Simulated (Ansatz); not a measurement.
# Fixed-spin-moment curve of CoOs (P-6m2)

The source of the geometry is a structure from the Materials Project; atoms and cell stay fixed.

Settings: PBEsol, 14×14×8 k mesh, Fermi–Dirac smearing of 0.1 eV. PAW means Ansatz 0.2.0 on its default frozen-core files; LAPW is all-electron LAPW in Ansatz 0.2.0. Site moments are integrated in spheres about the atoms, whose radii differ between the methods.

The first input and its command:

```yaml
crystal:
  lattice:
    - [2.6712738749, 0.0, 0.0]
    - [-1.3356369374, 2.3133910361, 0.0]
    - [0.0, 0.0, 4.116557]
  atoms:
    - { symbol: Co, position: [0.6666666667, 0.3333333333, 0.5], spin: 2.0 }
    - { symbol: Os, position: [0.3333333333, 0.6666666667, 0.0] }
magnetization:
  spin_polarized: true
kpoints:
  mp_grid: { grid: [14, 14, 8] }
scf:
  occupations: { method: fermi_dirac, width: 0.1 }
  lower_state_search: "off"
hamiltonian:
  xc: pbesol
  pseudopotentials: { kind: paw }
output:
  forces: true
  stress: true
  eigenvalues: true
  populations: true
  dos: { projected: true, de: 0.1, e_range: [-8, 5] }
  write_density: true
  write_potential: true
  elf: true
  volumetric_format: npy
```

Command: `ansatz run input.yaml --threads 1 --pin off --max-ram 3072MiB --backend cpu --events-out ev --progress --plain --runs-dir out`

The input for «total moment held at 0.47 μB» by PAW differs from it in these lines, output keys apart:

```diff
-    - { symbol: Co, position: [0.6666666667, 0.3333333333, 0.5], spin: 2.0 }
+    - { symbol: Co, position: [0.6666666667, 0.3333333333, 0.5], spin: 0.47 }
+  initial_magnetization: 0.47
+  spin_locking: { lock_magnetization: hard }
```

The input for «total moment held at 0.47 μB» by LAPW differs from it in these lines, output keys apart:

```diff
-    - { symbol: Co, position: [0.6666666667, 0.3333333333, 0.5], spin: 2.0 }
+    - { symbol: Co, position: [0.6666666667, 0.3333333333, 0.5], spin: 0.47 }
+  initial_magnetization: 0.47
+  spin_locking: { lock_magnetization: hard }
-  pseudopotentials: { kind: paw }
+  pseudopotentials: { kind: all_electron, lapw: { basis_error: 0.001 } }
```

Each run fixes M = N↑ − N↓ with two Fermi levels; the holding field B = (E_F↑ − E_F↓)/2μB is the slope of the free energy against M over μB. Energies count from each method's free run. The held moment starts on the atoms that carry the free run's moments.

**Question.** Does the cell keep a net moment when the moments are free, and how does its energy change with a held moment?

**Answer.** The free run ends with M = 0.78 μB per cell. 
```csv
M (μB/cell),ΔF PAW (meV/cell),ΔF LAPW (meV/cell),"B, PAW (T)","largest site moment, PAW (μB)","pressure, PAW (GPa)"
0.00,+15.0,–,–,0.00,-14.4
0.16,+13.6,+14.0,-290,0.19,-14.3
0.31,+10.3,+10.6,-466,0.37,-14.1
0.47,+5.7,+5.9,-499,0.54,-13.7
0.62,+1.8,+1.9,-359,0.68,-13.3
0.70,+0.5,+0.5,-206,0.76,-13.1
0.90,+1.4,–,+418,0.92,-12.4
1.01,+5.5,–,+880,1.00,-11.9
```

Against an unpolarised PAW run, spin polarisation gains 7.5 meV per atom; the pressure goes from -14.4 to -12.8 GPa, the usual magnetovolume effect: the magnetic state wants the larger volume.

Separate runs put a uniform field on the spins (g = 2):

```
field (T)  M PAW (μB/cell)  M LAPW (μB/cell)
      200            0.841             0.844
     1000            1.037             1.038
     3000            1.440             1.441
```

The rows needn't lie on one branch: at M = 0 the run is unmagnetised, so slopes across such rows needn't follow B.

The PAW files were made with PBE; the program remakes their cores once for the run's functional and then keeps them frozen. The Ansatz runs typed with the search for lower states off end where their start leads. Spin–orbit coupling is left out although heavy atoms are present. None of this fixes the real material's magnetic order: only patterns that fit the cell were computed, at zero temperature, with a functional that can overstate moments. Left out because it didn't converge or finish: Elk, total moment held at 0.31 μB.
